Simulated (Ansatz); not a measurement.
## Cr, hcp: geometry optimisation

The calculation used DFT, r2SCAN, plane waves (500 eV) with PAW, scalar-relativistic (Ansatz). The PAW files were generated under PBE, with cores re-solved for the functional.

k-point mesh 14×14×8, Fermi-Dirac smearing 0.05 eV, starting moments 1.50, -1.50 μB. Cell and atoms relax.

Starting structure:

```cif
data_structure
_symmetry_space_group_name_H-M 'P 1'
_symmetry_Int_Tables_number 1
_cell_length_a 2.5693
_cell_length_b 2.5693
_cell_length_c 4.1956
_cell_angle_alpha 90.000
_cell_angle_beta 90.000
_cell_angle_gamma 120.000
_cell_volume 23.99
loop_
_atom_site_label
_atom_site_type_symbol
_atom_site_fract_x
_atom_site_fract_y
_atom_site_fract_z
_atom_site_occupancy
Cr1 Cr 0.33333 0.66667 0.25000 1
Cr2 Cr 0.66667 0.33333 0.75000 1
```

Problem. What cell does the relaxation end in?

Solution. P6_3/mmc (spin ignored) with a = 2.935 Å, c = 3.987 Å (c/a = 1.359); 14.87 Å³ per atom against 11.99 at the start (24.0 %).

Problem. How much energy does the relaxation gain?

Solution. 280.6 meV per atom.

Path of the relaxation (the plane waves are chosen anew near the end, which can shift the energy a little):

| step | E − E(final) (meV/atom) | V (Å³/atom) | P (GPa) | max force (eV/Å) |
| --- | --- | --- | --- | --- |
| 0 | 280.64 | 11.993 | 19.33 | 0.000 |
| 1 | 112.10 | 12.857 | 11.29 | 0.000 |
| 2 | 20.83 | 13.855 | 4.16 | 0.000 |
| 3 | 5.17 | 14.446 | 1.32 | 0.000 |
| 4 | 2.94 | 14.782 | 0.12 | 0.000 |
| 5 | 2.86 | 14.804 | 0.10 | 0.000 |
| 6 | 2.86 | 14.835 | -0.01 | 0.000 |
| 7 | 0.02 | 14.835 | 0.09 | 0.000 |
| 8 | 0.02 | 14.867 | -0.01 | 0.000 |
| 9 | 0.00 | 14.867 | -0.01 | 0.000 |

Problem. Which magnetic state does it end in?

Solution. antiferromagnetic, largest moment 3.10 μB in the atomic sphere; moments 3.10, -3.10 μB.
